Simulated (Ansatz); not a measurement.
BaMg$_{2}$As$_{2}$ in space group P-3m1 (No. 164; Ba on 1a, Mg on 2d, As on 2d) under volume change, r²SCAN (plane waves, PAW; program Ansatz), shape and atoms relaxed at each volume.

```tsv
V (Å³/atom)	E − E(relaxed) (meV/atom)	P (GPa)
24.592	(withheld)	(withheld)
25.402	16.7	3.48
26.213	4.0	1.60
27.024	0.0	0.00
27.835	3.5	-1.37
28.645	(withheld)	(withheld)
29.456	28.9	-3.54
```

### Question
Some entries are withheld; supply them.

### Answer

- 28.645, E − E(relaxed) (meV/atom): 13.5
- 28.645, P (GPa): -2.54
- 24.592, E − E(relaxed) (meV/atom): 39.7
- 24.592, P (GPa): 5.67

### Question
What does a third-order Birch–Murnaghan fit give for V₀, B₀ and B′?

### Answer
V₀ = 27.03 Å³/atom, B₀ = 49.3 GPa, B′ = 4.2.

The workflow started from a Materials Project entry (that database holds measured and hypothetical structures alike); the Crystallography Open Database copy checked does not list it. Whether it is the stable phase at ambient conditions was not checked. The r²SCAN relaxation kept the symmetry of its start; whether a distortion lowers the energy is not shown. Spin–orbit coupling is left out wherever it is not named.

Potentials: the later of the program's two PAW sets.
